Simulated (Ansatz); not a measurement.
Find the missing element

Cell vectors (Å):

```
3.3084 0.0000 0.0000
0.0000 3.3084 0.0000
0.0000 0.0000 3.3084
```

| atom | a | b | c |
| --- | --- | --- | --- |
| Cd | 0.5000 | 0.5000 | 0.5000 |
| X | 0.0000 | 0.0000 | 0.0000 |

Method: PBEsol, all-electron LAPW in Ansatz 0.2.0, scalar-relativistic. k mesh 10×10×10, fine mesh 16×16×16, Fermi-Dirac smearing of 0.080 eV, lines of 0.2 eV, Drude damping 0.2 eV.

Independent-particle optical response of a crystal from Kohn-Sham bands on the fine mesh with a Drude term, no local fields or excitons; Cartesian axes as in the cell vectors.

* Fine mesh: 16, 16, 16
* Line width: 0.2 eV
* Drude damping: 0.2 eV
* Further gaussian width: 0.3 eV

```tsv
photon energy (eV)	dielectric imag xx
1.2	10
2.4	12.2
3.6	5.14
4.8	2.81
6	2.15
7.2	2.01
8.4	2.08
9.6	1.99
10.8	1.52
12	1.37
13.2	1.35
14.4	1.3
15.6	1.34
16.8	1.48
18	1.27
19.2	1
20.4	0.95
21.6	1.13
22.8	1.01
24	0.9
25.2	0.96
26.4	0.91
27.6	0.96
28.8	1.04
30	0.91
```

Task: All X atoms are one element. Which one was computed?

Result: Ag; the crystal is CdAg (Pm-3m).

Caveats: filled d bands lie too high at this level, so their transitions start too early; these sums move with the mesh, by several per cent and more for small sheets; spectra summed at the mesh points alone.
